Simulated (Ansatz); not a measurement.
Ir:
```xyz
2
Lattice="2.7307 0.0000 0.0000 -1.3654 2.3649 0.0000 0.0000 0.0000 4.4169" Properties=species:S:1:pos:R:3 pbc="T T T"
Ir     1.3654     0.7883     3.3127
Ir     0.0000     1.5766     1.1042
```

Relaxed with r²SCAN.

Question: Map the valence electron density (e/Å³), cut off at 6 on the plane through (0.667, 0.333, 0.750) spanned by u = [1, 1, 0] and v = [1, -1, 0] in lattice vectors, from r²SCAN in the plane-wave PAW code Ansatz.

Answer: x is the fraction of u, y of v (the angle between them is 90°; rows are the nearest grid lines); atoms in the plane: Ir at (0.00, 0.00), Ir at (0.50, 0.50).
```
y \ x   0.000  0.0625  0.188  0.250  0.375  0.438  0.562  0.625  0.750  0.812  0.938   1.00
------  -----  ------  -----  -----  -----  -----  -----  -----  -----  -----  -----  -----
1.00     6.00    6.00   6.00   3.54  0.763  0.498  0.498  0.763   3.54   6.00   6.00   6.00
0.917    6.00    6.00   4.11   2.16  0.588  0.420  0.420  0.588   2.16   4.11   6.00   6.00
0.833    2.14    1.96   1.05  0.713  0.390  0.335  0.335  0.390  0.713   1.05   1.96   2.14
0.750   0.460   0.456  0.439  0.437  0.450  0.461  0.461  0.450  0.437  0.439  0.456  0.460
0.708   0.345   0.352  0.421  0.493  0.713  0.809  0.809  0.713  0.493  0.421  0.352  0.345
0.625   0.336   0.363  0.694   1.21   3.54   4.61   4.61   3.54   1.21  0.694  0.363  0.336
0.542   0.419   0.473   1.39   3.12   6.00   6.00   6.00   6.00   3.12   1.39  0.473  0.419
0.458   0.421   0.476   1.40   3.14   6.00   6.00   6.00   6.00   3.14   1.40  0.476  0.421
0.375   0.336   0.364  0.702   1.22   3.54   4.59   4.59   3.54   1.22  0.702  0.364  0.336
0.292   0.346   0.353  0.423  0.493  0.705  0.800  0.800  0.705  0.493  0.423  0.353  0.346
0.250   0.465   0.461  0.440  0.437  0.447  0.456  0.456  0.447  0.437  0.440  0.461  0.465
0.167    2.16    1.98   1.04  0.705  0.388  0.336  0.336  0.388  0.705   1.04   1.98   2.16
0.0833   6.00    6.00   4.09   2.14  0.581  0.417  0.417  0.581   2.14   4.09   6.00   6.00
0.000    6.00    6.00   6.00   3.54  0.763  0.498  0.498  0.763   3.54   6.00   6.00   6.00
```

The density is the valence pseudo-density with augmentation charge, so density and ELF within about 1 Å of a nucleus are not all-electron values.

Space group P6_3/mmc (hcp (Mg type)). The workflow started from a Materials Project entry (that database holds measured and hypothetical structures alike); the Crystallography Open Database copy checked does not list it. It is not the phase usual at ambient conditions (space group No. 225). Symmetry was held in the r²SCAN relaxation; of distortions, only those at the zone centre were tested. No spin polarisation was allowed. Spin–orbit coupling is left out wherever it is not named.

Potentials: the later of the program's two PAW sets.
